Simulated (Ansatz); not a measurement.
Re (hcp, Mg type)

```xyz
2
Lattice="2.7751 0.0000 0.0000 -1.3876 2.4033 0.0000 0.0000 0.0000 4.4830" Properties=species:S:1:pos:R:3 pbc="T T T"
Re     0.0000     1.6022     3.3622
Re     1.3876     0.8011     1.1207
```

The slice is a (0001) plane (indices of the conventional cell) through the point (0.667, 0.333, 0.250) (fractional), spanned by u = [110] and v = [1 -1 0] in vectors of this cell: u (2.78 Å) and v (4.81 Å, at 90° to u). It covers one period; positions are fractions (u, v).

The numbers are results of PBE (plane waves to 420 eV, PAW, scalar-relativistic; Ansatz, a program for electronic structure), not measurements. k mesh 19×19×11. Near the nuclei the fields are pseudised (PAW); where an atom keeps semicore shells as valence, they peak there. Re is run without spin polarisation. Re was relaxed with its symmetry unable to fall. Spin-orbit coupling is left out, though Re is heavy.

What is the valence density on the shortest Re–Re line in this plane (2.78 Å), at its midpoint?

0.41 e/Å³.

What is the ELF at the midpoint of the shortest Re–Re line in this plane (2.78 Å)?

0.39.

Predict the map of the electrostatic potential energy of an electron, from the cell's mean on the slice.


```
|xxxxxxxxxx336633xxxxxxxx|
|xxxxxxxx0066886600xxxxxx|
|xxxxxx00338899883300xxxx|
|xxxx003366889988663300xx|
|444455665555445555665544|
|9988663300xxxxxx00336688|
|99883300xxxxxxxxxx003388|
|885500xxxxxxxxxxxxxx0055|
|6633xxxxxxxxxxxxxxxxxx33|
|6622xxxxxxxxxxxxxxxxxx22|
|6633xxxxxxxxxxxxxxxxxx33|
|886600xxxxxxxxxxxxxx0066|
|99883300xxxxxxxxxx003388|
|9988663300xxxxxx00336688|
|445555665544444455665555|
|xxxx003366889988663300xx|
|xxxxxx00338899883300xxxx|
|xxxxxxxx0055885500xxxxxx|
|xxxxxxxxxx336633xxxxxxxx|
|xxxxxxxxxx226622xxxxxxxx|
```
Scale: ten equal steps from 5.00 (start of '0') to 13.39 (end of '9'), in the order '0123456789'. Values: electrostatic potential energy of an electron, from the cell's mean, in eV. The map has 12 points along u (two characters each, u = 0 at the left) and 20 along v (v = 0 in the bottom row). Points within 1 Å of a nucleus are blanked (x), as the pseudised field means little there. Values under 5 eV are set to 5. The zero, the cell's mean, hangs on the PAW cores.
